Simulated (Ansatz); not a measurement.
Ti$_{5}$Si$_{4}$:
```
CELL_PARAMETERS angstrom
      6.68452     0.00000     0.00000
      0.00000     6.68452     0.00000
      0.00000     0.00000    12.15507
ATOMIC_POSITIONS crystal
  Ti 0.99585 0.14921 0.62190
  Ti 0.35079 0.49585 0.87190
  Ti 0.00415 0.85079 0.12190
  Ti 0.64921 0.50415 0.37190
  Ti 0.49585 0.35079 0.12810
  Ti 0.85079 0.00415 0.87810
  Ti 0.50415 0.64921 0.62810
  Ti 0.14921 0.99585 0.37810
  Ti 0.00292 0.34590 0.21779
  Ti 0.15410 0.50292 0.46779
  Ti 0.99708 0.65410 0.71779
  Ti 0.84590 0.49708 0.96779
  Ti 0.50292 0.15410 0.53221
  Ti 0.65410 0.99708 0.28221
  Ti 0.49708 0.84590 0.03221
  Ti 0.34590 0.00292 0.78221
  Ti 0.17116 0.17116 0.00000
  Ti 0.32884 0.67116 0.25000
  Ti 0.82884 0.82884 0.50000
  Ti 0.67116 0.32884 0.75000
  Si 0.04540 0.30058 0.81305
  Si 0.19942 0.54540 0.06305
  Si 0.95460 0.69942 0.31305
  Si 0.80058 0.45460 0.56305
  Si 0.54540 0.19942 0.93695
  Si 0.69942 0.95460 0.68695
  Si 0.45460 0.80058 0.43695
  Si 0.30058 0.04540 0.18695
  Si 0.29458 0.35728 0.67277
  Si 0.14272 0.79458 0.92277
  Si 0.70542 0.64272 0.17277
  Si 0.85728 0.20542 0.42277
  Si 0.79458 0.14272 0.07723
  Si 0.64272 0.70542 0.82723
  Si 0.20542 0.85728 0.57723
  Si 0.35728 0.29458 0.32723
```

Relaxed with r²SCAN. Special points in fractions of this cell's reciprocal vectors: Γ (0.000, 0.000, 0.000); X (0.000, 0.500, 0.000); M (0.500, 0.500, 0.000); Z (0.000, 0.000, 0.500); R (0.000, 0.500, 0.500); A (0.500, 0.500, 0.500).

**Question.** List the band energies nearest the Fermi level at these points for plane-wave PAW r²SCAN (Ansatz code).

**Answer.** In eV from the Fermi level; about four levels below and three above (degenerate sets whole), none deeper than 8.9 eV; points with the same levels are listed once.

```csv
k,below,above
Γ,-0.39 -0.33 -0.32 -0.32,0.00 0.13 0.13
X,-0.33 -0.33 -0.06 -0.06,0.17 0.17 0.23 0.23
M,-0.14 -0.14 -0.05 -0.05,1.17 1.17 1.35 1.35
Z,-0.08 -0.08 -0.05 -0.05,0.09 0.09 0.68 0.68
R,-0.11 -0.11 -0.06 -0.06,0.15 0.15 0.19 0.19
A,-0.12 -0.12 -0.12 -0.12,1.32 1.32 1.32 1.32
```

Space group P4_12_12. The workflow started from a Materials Project entry (that database holds measured and hypothetical structures alike); the Crystallography Open Database copy checked does not list it. Its standing as an ambient phase is unchecked. The r²SCAN relaxation kept the symmetry of its start; whether a distortion lowers the energy is not shown. The run is not spin-polarised.

Potentials: the later of the program's two PAW sets.
